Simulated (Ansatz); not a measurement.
**Profile along the Rh–Rh line in Rh (fcc, Cu type)**

Rh (fcc, Cu type)

```cif
data_Rh
_chemical_formula_sum 'Rh1'
_space_group_name_H-M_alt 'P 1'
_space_group_IT_number 1
_cell_length_a 2.70841
_cell_length_b 2.70841
_cell_length_c 2.70841
_cell_angle_alpha 60.000
_cell_angle_beta 60.000
_cell_angle_gamma 60.000
loop_
_space_group_symop_operation_xyz
  'x, y, z'
loop_
_atom_site_label
_atom_site_type_symbol
_atom_site_fract_x
_atom_site_fract_y
_atom_site_fract_z
_atom_site_occupancy
Rh1 Rh 0.00000 0.00000 0.00000 1
```

Fields along a shortest Rh–Rh line of a {110} plane (2.71 Å), from Rh to Rh, interpolated on the slice's grid (step about 0.1 Å). All values below come from PBE (plane waves to 420 eV, PAW, scalar-relativistic; Ansatz, a quantum-chemistry and plane-wave program). k mesh 21×21×21. Inside the PAW spheres the values are not all-electron values, and peaks at nuclei hang on which shells count as valence. Rh is run without spin polarisation. Rh was relaxed with its symmetry unable to fall. The PAW data are Ansatz's earlier set.

```json
[
 {"distance from Rh (Å)": "0.00", "valence electron density (e/Å³)": "14.84", "electron localisation function": "x"},
 {"distance from Rh (Å)": "0.14", "valence electron density (e/Å³)": "13.99", "electron localisation function": "x"},
 {"distance from Rh (Å)": "0.27", "valence electron density (e/Å³)": "11.87", "electron localisation function": "x"},
 {"distance from Rh (Å)": "0.41", "valence electron density (e/Å³)": "9.06", "electron localisation function": "x"},
 {"distance from Rh (Å)": "0.54", "valence electron density (e/Å³)": "6.18", "electron localisation function": "0.64"},
 {"distance from Rh (Å)": "0.68", "valence electron density (e/Å³)": "3.65", "electron localisation function": "0.55"},
 {"distance from Rh (Å)": "0.81", "valence electron density (e/Å³)": "1.74", "electron localisation function": "0.43"},
 {"distance from Rh (Å)": "0.95", "valence electron density (e/Å³)": "0.84", "electron localisation function": "0.30"},
 {"distance from Rh (Å)": "1.08", "valence electron density (e/Å³)": "0.54", "electron localisation function": "0.24"},
 {"distance from Rh (Å)": "1.22", "valence electron density (e/Å³)": "0.39", "electron localisation function": "0.25"},
 {"distance from Rh (Å)": "1.35", "valence electron density (e/Å³)": "0.37", "electron localisation function": "0.27"},
 {"distance from Rh (Å)": "1.49", "valence electron density (e/Å³)": "0.39", "electron localisation function": "0.25"},
 {"distance from Rh (Å)": "1.63", "valence electron density (e/Å³)": "0.54", "electron localisation function": "0.24"},
 {"distance from Rh (Å)": "1.76", "valence electron density (e/Å³)": "0.84", "electron localisation function": "0.30"},
 {"distance from Rh (Å)": "1.90", "valence electron density (e/Å³)": "1.74", "electron localisation function": "0.43"},
 {"distance from Rh (Å)": "2.03", "valence electron density (e/Å³)": "3.65", "electron localisation function": "0.55"},
 {"distance from Rh (Å)": "2.17", "valence electron density (e/Å³)": "6.18", "electron localisation function": "0.64"},
 {"distance from Rh (Å)": "2.30", "valence electron density (e/Å³)": "9.06", "electron localisation function": "x"},
 {"distance from Rh (Å)": "2.44", "valence electron density (e/Å³)": "11.87", "electron localisation function": "x"},
 {"distance from Rh (Å)": "2.57", "valence electron density (e/Å³)": "13.99", "electron localisation function": "x"},
 {"distance from Rh (Å)": "2.71", "valence electron density (e/Å³)": "14.84", "electron localisation function": "x"}
]
```

x: too close to a nucleus for the ELF to mean much.

Density on the Rh–Rh line (2.71 Å) at its midpoint: 0.37 e/Å³. ELF at that point: 0.27.
